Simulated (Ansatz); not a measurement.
Given:

Ta$_{3}$N$_{5}$:
Space group Cmcm (No. 63); a = 3.852 Å, b = 10.155 Å, c = 10.174 Å, α = β = γ = 90.00°

| atom | site | symmetry | x | y | z |
|---|---|---|---|---|---|
| Ta | 4c | m2m | 0.0000 | 0.1990 | 0.2500 |
| Ta | 8f | m.. | 0.0000 | 0.1337 | 0.5595 |
| N | 8f | m.. | 0.0000 | 0.0471 | 0.1200 |
| N | 8f | m.. | 0.0000 | 0.3084 | 0.0732 |
| N | 4c | m2m | 0.0000 | 0.2353 | 0.7500 |
(The calculation used a cell of 16 atoms; values per cell refer to that cell.)

This is the LDA-relaxed structure.

### Question
All from plane-wave PAW LDA (Ansatz code), unless another level is named. Give the bulk modulus (Birch–Murnaghan fit).

### Answer
265 GPa.

### Question
Next, the highest zone-centre frequency (without LO–TO term)?

### Answer
899 cm⁻¹.

The workflow started from a Materials Project entry (that database holds measured and hypothetical structures alike); the Crystallography Open Database files this formula in space group No. 63, but the cells were not matched. Whether it is the stable phase at ambient conditions was not checked. Symmetry was held in the LDA relaxation; its stability against distortions is not shown here. No spin polarisation was allowed. Spin–orbit coupling is left out wherever it is not named.

Potentials: the later of the program's two PAW sets.
